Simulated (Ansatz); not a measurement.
MgZn₂S₃: rattling a relaxed structure

It was reached by relaxing an invented guess, and it needn't be the stable form of this composition.

The calculation used Ansatz 0.2.0, DFT PBE, scalar-relativistic, plane waves, PAW. Plane waves to 420 eV, a k mesh through Γ of 12×12×4 on the computed 6-atom cell and Gaussian smearing (0.02 eV); no spin polarisation.

The cell below (6 atoms, space group P3m1 (No. 156)) is relaxed within its symmetry.

```
Mg Zn S
1.0
     3.90608    0.00000    0.00000
    -1.95304    3.38276    0.00000
     0.00000    0.00000    9.59007
Mg Zn S
1 2 3
Direct
  0.00000 0.00000 0.99998
  0.66667 0.33333 0.33743
  0.33333 0.66667 0.66207
  0.66667 0.33333 0.09165
  0.33333 0.66667 0.41644
  0.00000 0.00000 0.74243
```

For the test a repeat of it with 12 atoms (edges 3.91, 6.77, 9.59 Å) was strained at random (σ = 1.5 % a component), the atoms were moved at random (σ = 0.15 Å), and all was relaxed again on a coarse 4×2×2 mesh (in the run’s order of axes) with 0.10 eV smearing, with no symmetry imposed.

Problem. Does it come back?

Solution. It returns, within 1 meV/atom of the unmoved cell on that mesh and with the same symmetry when read at 0.1 Å (Cm at 0.01 Å, so small strains and shifts remain). No instability shows in this cell; modes of other wave vectors, which need another repeat, aren't tested.
